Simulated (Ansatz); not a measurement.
Ba₄Sb₂O:
```xyz
7
Lattice="-2.6015 2.6015 9.0377 2.6015 -2.6015 9.0377 2.6015 2.6015 -9.0377" Properties=species:S:1:pos:R:3 pbc="T T T"
Ba     0.0000     0.0000    12.1191
Ba     0.0000     0.0000     5.9563
Ba     0.0000     2.6015     0.0000
Ba     2.6015     0.0000     0.0000
Sb     0.0000     0.0000    15.5895
Sb     0.0000     0.0000     2.4858
O      0.0000     0.0000     9.0377
```

Tensor components refer to the Cartesian frame of this cell.

**Question.** Give the high-frequency dielectric tensor and the Born effective charge tensors of the independent atoms from DFPT, PBEsol in the plane-wave PAW code Ansatz.

**Answer.** 
ε∞:
```
10.8  0.00  0.00
0.00  10.8  0.00
0.00  0.00  9.08
```
Z* of atom 1 (Ba), rows: field, columns: displacement, in e:
```
2.75  0.00  0.00
0.00  2.75  0.00
0.00  0.00  2.67
```
Z* of atom 3 (Ba), rows: field, columns: displacement, in e:
```
2.77  0.00  0.00
0.00  2.97  0.00
0.00  0.00  2.23
```
Z* of atom 5 (Sb), rows: field, columns: displacement, in e:
```
-3.85   0.00   0.00
 0.00  -3.85   0.00
 0.00   0.00  -3.59
```
Z* of atom 7 (O), rows: field, columns: displacement, in e:
```
-3.54   0.00   0.00
 0.00  -3.54   0.00
 0.00   0.00  -2.63
```

Static charges for comparison (Bader): Ba1 +1.25, Ba3 +1.21, Sb5 -1.75, O7 -1.42 e. Born charges measure polarisation by displacement and can exceed these by far.

Space group I4/mmm. The workflow started from a Materials Project entry (that database holds measured and hypothetical structures alike); the Crystallography Open Database files this formula in space group No. 139, but the cells were not matched. Its standing as an ambient phase is unchecked. The PBEsol relaxation kept the symmetry of its start; its stability against distortions is not shown here. Scalar-relativistic: spin–orbit coupling is off unless named, which matters more the heavier the elements.

Potentials: the later of the program's two PAW sets.
